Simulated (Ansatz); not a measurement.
**Na4ScNbSi3O12: ⁴⁵Sc nuclear quadrupole resonance**

Cell: a computed structure from the Materials Project (it need not be an observed phase).

```xyz
42
Lattice="4.6083 2.6606 7.4807 -4.6083 2.6606 7.4807 0.0000 -5.3213 7.4807" Properties=species:S:1:pos:R:3 pbc="T T T"
Na    1.2147    2.7619   13.0233
Na    1.7846   -2.4329   13.0233
Na   -2.9992   -0.3290   13.0233
Na   -1.6091    2.3316    9.2830
Na    2.8238    0.2277    9.2830
Na   -1.2147   -2.5593    9.2830
Na    0.0000    0.0000   11.1068
Na    0.0000    0.0000   22.3278
Sc    0.0000    0.0000    7.8894
Sc    0.0000    0.0000   19.1104
Nb    0.0000    0.0000   14.5128
Nb    0.0000    0.0000    3.2918
Si   -1.9037    2.6479   13.1317
Si    3.2450    0.3247   13.1317
Si   -1.3413   -2.9726   13.1317
Si   -3.2670   -0.3119    9.3914
Si    1.3634    2.9853    9.3914
Si    1.9037   -2.6733    9.3914
O     1.7952    0.2134    6.9599
O    -0.7128   -1.6614    6.9599
O    -1.0824    1.4480    6.9599
O    -3.5260   -1.2126   10.7002
O     0.7128    3.6599   10.7002
O     2.8131   -2.4473   10.7002
O    -1.6756   -0.2385   15.5461
O     0.6313    1.5704   15.5461
O     1.0444   -1.3319   15.5461
O     3.5640    1.3287   11.8058
O    -0.6313   -3.7509   11.8058
O    -2.9327    2.4221   11.8058
O     0.9174   -1.3932    9.2603
O    -1.6652   -0.0979    9.2603
O     0.7479    1.4911    9.2603
O     3.8605   -1.1696   13.0006
O    -2.9431   -2.7585   13.0006
O    -0.9174    3.9281   13.0006
O    -1.0138    1.2368   13.1964
O     1.5780    0.2596   13.1964
O    -0.5642   -1.4964   13.1964
O    -4.0442    1.1642    9.4560
O     3.0303    2.9202    9.4560
O     1.0138   -4.0845    9.4560
```

Atoms are numbered from 1 in the order listed; like atoms form one site, named after its first atom.

The numbers come from a DFT calculation in Ansatz (r2SCAN, plane waves and PAW, scalar-relativistic, 500 eV cutoff, Γ-centred 3×3×3 k-points, Fermi–Dirac smearing 0.02 eV).

⁴⁵Sc: I = 7/2, Q = -220.0 mb (year-2017 value). Static lattice, zero field.

**Question.** The simulated lines lie at 0.928, 1.86, 2.79 MHz. What are |C_Q|, η and |V_zz| at Sc?

**Answer.** For I = 7/2 and η = 0 the lines are |C_Q|/14 times 1, 2 and 3; η shifts the lowest up most. Here |C_Q| = 13.0 MHz, η = 0.00 and |V_zz| = 2.44 × 10²¹ V/m². The calculation gives V_zz positive; the lines don't show the sign. The site has 6 O at 2.03–2.16 Å.

An axis of threefold or higher order runs through Sc, so V_zz lies along it and η is zero.

At this cell the r2SCAN pressure is -6 GPa, so with r2SCAN the cell would shrink if it were relaxed. The entry's cell may itself be off. The largest force is 0.6 eV/Å, so the atoms aren't at the calculated equilibrium and relaxing them would move these values.
